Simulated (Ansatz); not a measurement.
Relaxed Mg (hcp, Mg type):

```xyz
2
Lattice="3.1731 0.0000 0.0000 -1.5865 2.7479 0.0000 0.0000 0.0000 5.1827" Properties=species:S:1:pos:R:3 pbc="T T T"
Mg     0.0000     1.8320     3.8870
Mg     1.5865     0.9160     1.2957
```

The atoms are displaced by Q × the pattern below (from a DFPT mode at Γ, largest move 1; Q in Å), at fixed cell.

| atom | x | y | z |
|---|---|---|---|
| Mg1 | 0.000 | 0.000 | -1.000 |
| Mg2 | 0.000 | 0.000 | 1.000 |

Computed with r2SCAN (plane waves to 500 eV, PAW, scalar-relativistic; Ansatz, a program for electronic structure). k mesh 17×17×9 (Γ-centred), Fermi-Dirac smearing 0.05 eV. E stands for the smeared free energy. With partly filled bands, energies and forces of such displacements shift with the k mesh and the smearing. Mg was relaxed with its symmetry unable to fall. ΔE is measured from the undisplaced structure. The last digit holds for this mesh only.

```json
[
 {"Q (Å)": "-0.1000", "ΔE (meV/cell)": "61.4"},
 {"Q (Å)": "-0.0833", "ΔE (meV/cell)": "42.3"},
 {"Q (Å)": "-0.0667", "ΔE (meV/cell)": "27.0"},
 {"Q (Å)": "-0.0500", "ΔE (meV/cell)": "withheld"},
 {"Q (Å)": "-0.0333", "ΔE (meV/cell)": "6.7"},
 {"Q (Å)": "-0.0167", "ΔE (meV/cell)": "1.7"},
 {"Q (Å)": "0.0000", "ΔE (meV/cell)": "0.0"},
 {"Q (Å)": "0.0167", "ΔE (meV/cell)": "1.7"},
 {"Q (Å)": "0.0333", "ΔE (meV/cell)": "6.7"},
 {"Q (Å)": "0.0500", "ΔE (meV/cell)": "withheld"},
 {"Q (Å)": "0.0667", "ΔE (meV/cell)": "27.0"},
 {"Q (Å)": "0.0833", "ΔE (meV/cell)": "42.3"},
 {"Q (Å)": "0.1000", "ΔE (meV/cell)": "61.4"}
]
```

Q: Fit an even polynomial form (powers 2, 4) to the given rows and predict ΔE at Q = 0.0500.

A: Least squares on the 11 given rows: ΔE = (6009)·Q² + (13000)·Q⁴, in meV/cell with Q in Å; root-mean-square residual 0.02 meV/cell. At 0.0500 the fit gives 15.1 meV/cell; the calculation gives 15.1 meV/cell, the same to the digits shown. The quadratic term alone would give 15.0 meV/cell.

(A displaced cell: forces are minus the slopes of the energy, force constants its curvatures, and phonons follow from these.)
